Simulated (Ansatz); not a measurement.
MgO in space group Pm-3n (No. 223; Mg on 6c, O on 6d), a = b = c = 5.5753 Å, α = β = γ = 90.00°.

Relaxed with r²SCAN. Independent-particle spectrum: no excitons, no local fields, no scissors shift; 0.1 eV broadening; ε₁ of the summed bands alone.

Problem. Tabulate the dielectric function from r²SCAN (plane waves, PAW; program Ansatz).

Solution. 

| E (eV) | ε₁ xx | ε₂ xx |
|---|---|---|
| 0.0 | 2.39 | 0.00 |
| 0.5 | 2.39 | 0.00 |
| 1.0 | 2.41 | 0.00 |
| 1.5 | 2.44 | 0.00 |
| 2.0 | 2.48 | 0.00 |
| 2.5 | 2.54 | 0.00 |
| 3.0 | 2.64 | 0.00 |
| 3.5 | 2.84 | 0.09 |
| 4.0 | 2.95 | 0.17 |
| 4.5 | 3.23 | 0.67 |
| 5.0 | 2.94 | 0.90 |
| 5.5 | 2.77 | 1.00 |
| 6.0 | 2.65 | 1.09 |
| 6.5 | 2.55 | 1.08 |
| 7.0 | 2.44 | 1.02 |
| 7.5 | 2.89 | 0.97 |
| 8.0 | 3.23 | 1.72 |
| 8.5 | 2.13 | 2.60 |
| 9.0 | 1.99 | 1.46 |
| 9.5 | 1.67 | 2.56 |
| 10.0 | 1.29 | 1.48 |
| 10.5 | 1.46 | 1.29 |
| 11.0 | 1.97 | 1.37 |
| 11.5 | 1.80 | 1.46 |
| 12.0 | 2.00 | 2.31 |

Problem. From ε at 4.8 eV (xx: 3.02 + 0.84i), find n, k, the normal reflectivity and the absorption coefficient.

Solution. n = 1.75, k = 0.239, R = 8 %, α = 2kE/ħc = 120000 cm⁻¹.

With all bands, ε∞ without local fields is 2.53. DFPT, with local fields, gives 2.49.

The first step of the workflow began from a Materials Project structure, measured or hypothetical; the Crystallography Open Database copy checked does not list it. It is not the phase usual at ambient conditions (space group No. 225). Symmetry was held in the r²SCAN relaxation; of distortions, only those at the zone centre were tested.

Potentials: the later of the program's two PAW sets.
